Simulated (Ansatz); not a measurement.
Below is a relaxed structure of Zr3SiO8. The cell was found from a structure generator's guess, not taken from experiment.

The calculation used DFT PBE, scalar-relativistic, plane waves, PAW in Ansatz. Cutoff 420 eV, Γ-centred mesh, Gaussian smearing, no spin polarisation.

```xyz
12
Lattice="3.5044 0.0000 0.0000 0.0000 3.5044 0.0000 0.0000 0.0000 10.7873" Properties=species:S:1:pos:R:3 pbc="T T T"
Zr    0.0000    0.0000    5.3937
Zr    1.7522    1.7522    2.6631
Zr    1.7522    1.7522    8.1242
Si    0.0000    0.0000    0.0000
O     0.0000    1.7522    0.7738
O     0.0000    1.7522    6.4083
O     0.0000    1.7522    3.6707
O     0.0000    1.7522    9.1031
O     1.7522    0.0000    1.6842
O     1.7522    0.0000    7.1166
O     1.7522    0.0000    4.3790
O     1.7522    0.0000   10.0135
```

Energies over the elements count from the elements' standard structures at the same level (O₂ as a molecule), with no fitted energy shifts.

(1) Find its symmetry and describe it.

(2) What is its formation energy per atom?

(3) Is it a metal?

## Answers

(1) P-4m2 (No. 115), with Zr and Si ordered on fluorite sites. Conventional cell: a = 3.504 Å, c = 10.787 Å. Zr on a site of symmetry -4m2 is surrounded by 4 O at 2.02 Å and 4 O at 2.46 Å; Zr on a site of symmetry 2mm is surrounded by 4 O at 2.01–2.02 Å, 2 O at 2.45 Å and 2 O at 2.58 Å; Si has 4 O at 1.92 Å and 4 O at 2.43 Å; around O on its first site lie 2 Si at 1.92 Å, 1 O at 2.46 Å and 2 Zr at 2.58 Å; 3 more sites not described.

(2) −2.894 eV/atom.

(3) No, the gap on the 8×8×4 mesh is 1.65 eV.

The last run used an 8×8×4 mesh (in the run's order of axes) for its 12-atom cell and Gaussian smearing of 0.02 eV. Kohn–Sham gaps at this level usually fall short of measured ones. Symmetry constrained the relaxation, so the result can be a saddle point. Another cell of Zr3SiO8 relaxed alike, in P-43m, lies 0.31 eV/atom lower, so this cell isn't the stable form at this level.
